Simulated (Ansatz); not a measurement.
# What a change of settings does to a run on Br

The geometry is COD entry 9008594, unchecked; take it as a test cell.

First run: DFT, PBE, all-electron LAPW, scalar-relativistic (Ansatz 0.2.0).

Command: `ansatz run input.yaml --threads 1 --pin off --max-ram 4096MiB --backend cpu --events-out ev --progress --plain --runs-dir out` The run took 2.4 min on 1 thread of Arm Neoverse V2, with other jobs on the host, peak memory 0.57 GiB.

```yaml
crystal:
  lattice:
    - [3.335, -2.24, 0.0]
    - [3.335, 2.24, 0.0]
    - [0.0, 0.0, 8.72]
  atoms:
    - { symbol: Br, position: [0.135, 0.865, 0.11] }
    - { symbol: Br, position: [0.635, 0.365, 0.39] }
    - { symbol: Br, position: [0.865, 0.135, 0.89] }
    - { symbol: Br, position: [0.365, 0.635, 0.61] }
kpoints:
  mp_grid: { grid: [7, 7, 3] }
  band_path:
    path:
      - [0.0, 0.0, 0.0]
      - [0.5, 0.5, 0.0]
      - [0.3627831886, 0.6372168114, 0.0]
      - [-0.3627831886, 0.3627831886, 0.0]
      - [0.0, 0.0, 0.0]
      - [0.0, 0.0, 0.5]
      - [-0.3627831886, 0.3627831886, 0.5]
      - [0.3627831886, 0.6372168114, 0.5]
      - [0.5, 0.5, 0.5]
    npoints: 14
scf:
  occupations: { method: fermi_dirac, width: 0.01 }
hamiltonian:
  xc: pbe
  pseudopotentials: { kind: all_electron, lapw: { basis_error: 0.001 } }
output:
  forces: true
  stress: true
  eigenvalues: true
  populations: true
  dos: { projected: true, de: 0.2, e_range: [-14, 8] }
```

Result: converged; pressure 2.88 GPa; largest force 1.197 eV/Å; gap on the k mesh 1.90 eV (the mesh can miss the band edges); 9 SCF iterations.

A second run of a changed input logged this at its end:

```
   |
27 |   max_iter: 60
28 | hamiltonian:
29 |   xc: PBE-sol
   |       ^ hamiltonian.xc: unknown variant `PBE-sol`, expected one of `lda`, `lda-pw`, `pw92`, `pbe`, `pbesol`, `rpbe`, `revpbe`, `blyp`, `pbe0`, `revpbe0`, `b3lyp`, `b3lyp5`, `hse06`, `wpbeh`, `hiss`, `lc_wpbe`, `cam_b3lyp`, `hf`, `r2scan`, `r2scanh`, `r2scan0`, `r2scan50`, `mr2scan`
30 |   pseudopotentials: { kind: all_electron, lapw: { basis_error: 0.001 } …
31 | output:
   |
```

**Question.** What was wrong with the input?

**Answer.** An unknown functional, by this change (others could give a like log):
```diff
@@ -25,6 +25,7 @@
 scf:
   occupations: { method: fermi_dirac, width: 0.01 }
+  max_iter: 60
 hamiltonian:
-  xc: pbe
+  xc: PBE-sol
   pseudopotentials: { kind: all_electron, lapw: { basis_error: 0.001 } }
 output:
@@ -33,4 +34,3 @@
   eigenvalues: true
   populations: true
-  dos: { projected: true, de: 0.2, e_range: [-14, 8] }
```
